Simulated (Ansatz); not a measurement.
Computed with DFT PBE, scalar-relativistic, plane waves, PAW in Ansatz 0.2.0. All cells share a 420 eV cutoff and Γ-centred k meshes spaced at most about 0.3 Å⁻¹ (about 0.25 or finer for metals, 2π included). No spin polarisation in the final relaxations.

These are static total energies at zero pressure.

Compare these two cells of Mg3ZrN, each relaxed at this level.

A. Space group P-6m2 (No. 187), hexagonal, a = 3.385 Å, c = 9.411 Å. Mg on a site of symmetry 3m is surrounded by 3 Mg at 2.95 Å, 3 N at 2.95 Å, 3 Zr at 3.17 Å and 6 Mg at 3.38 Å; Mg on a site of symmetry -6m2 has 3 N at 1.95 Å, 6 Mg at 2.95 Å and 6 Mg at 3.38 Å; Zr has 6 Mg at 3.17 Å and 6 Zr at 3.38 Å; around N lie 3 Mg at 1.95 Å and 6 Mg at 2.95 Å.

B. Space group P6mm (No. 183), hexagonal, a = 5.037 Å, c = 6.995 Å. Mg on a site of symmetry 3m is surrounded by 3 Mg at 2.91 Å, 3 Zr at 3.27 Å and 3 Mg at 3.38 Å; around Mg on a site of symmetry 6mm lie 1 N at 1.95 Å, 1 Zr at 3.24 Å, 6 Mg at 3.38 Å and 1 Zr at 3.76 Å; around Zr lie 1 N at 1.81 Å, 7 Mg at 3.24–3.27 Å and 1 Mg at 3.76 Å; around N lie 1 Zr at 1.81 Å and 1 Mg at 1.95 Å.

**Question.** Which is lower in energy, and by how much?

**Answer.** A is lower, by 253 meV/atom. A has space group P-6m2 (No. 187), 18.7 Å³/atom and no gap on its mesh; B has space group P6mm (No. 183), 30.7 Å³/atom and no gap. Counting Mg or Zr atoms around N (for each partner element, those within 1.25 times its shortest distance or 1.15 times the sum of covalent radii, where it is the nearest in units of that sum or under 1.3; a plus sign parts groups by distance over the sum of covalent radii), A has N 3 and B has N 1+1. The denser one is the lower, and pressure would at first widen the difference. Even the lower one lies +0.06 eV/atom against the reference forms of the elements (uncorrected), a margin that errors in the energy of the gaseous reference can exceed. Both come from invented guesses. A third cell relaxed alike, in P4/mmm, lies 0.36 eV/atom below the lower of the two.

A magnetic state wasn't ruled out in cells without spin, among them P-6m2. Cells relaxed within their symmetry can be saddle points.
